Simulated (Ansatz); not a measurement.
Input:

Starting cell, TiB$_{2}$ (AlB2 type, space group P6/mmm):

```
CELL_PARAMETERS angstrom
      6.06368     0.00000     0.00000
     -1.51592     2.62565     0.00000
      3.03184     0.00000     3.22428
ATOMIC_POSITIONS crystal
  Ti 0.00000 0.00000 0.00000
  Ti 0.50000 0.00000 0.00000
  B  0.91667 0.66667 0.50000
  B  0.41667 0.66667 0.50000
  B  0.08333 0.33333 0.50000
  B  0.58333 0.33333 0.50000
```

The atoms are displaced by Q × the pattern below (from a DFPT mode at L = (0.5, 0.0, 0.5), largest move 1; Q in Å), at fixed cell. (q is in reciprocal vectors of the primitive cell; the cell shown is doubled to hold the pattern.)

```
atom       x       y       z
----  ------  ------  ------
Ti1   -0.150  -0.087   0.000
Ti2    0.150   0.087   0.000
B3     0.000   0.000   1.000
B4     0.000   0.000  -1.000
B5     0.000   0.000   1.000
B6     0.000   0.000  -1.000
```

Calculation: PBE (plane waves to 420 eV, PAW, scalar-relativistic; Ansatz, an electronic-structure program). k mesh 18×18×18 (Γ-centred), Fermi-Dirac smearing 0.05 eV. Energies are smeared free energies. With partly filled bands, energies and forces of such displacements shift with the k mesh and the smearing. The PAW data are Ansatz's earlier set. TiB2 is run without spin polarisation. TiB2 was relaxed with its symmetry unable to fall. The zero of ΔE is the undisplaced structure.

The scan covers Q from -0.180 to 0.180 Å in 13 points.

Task: Which space group does the distorted structure have?

Result: Imma (No. 74), lowered from P6/mmm.

Task: What is the energy change at Q = 0.180 Å?

Result: 849 meV/cell.

Task: What harmonic wavenumber does the curvature at Q = 0 give?

Result: 553 cm⁻¹.

(A displaced cell: forces are minus the slopes of the energy, force constants its curvatures, and phonons follow from these.)
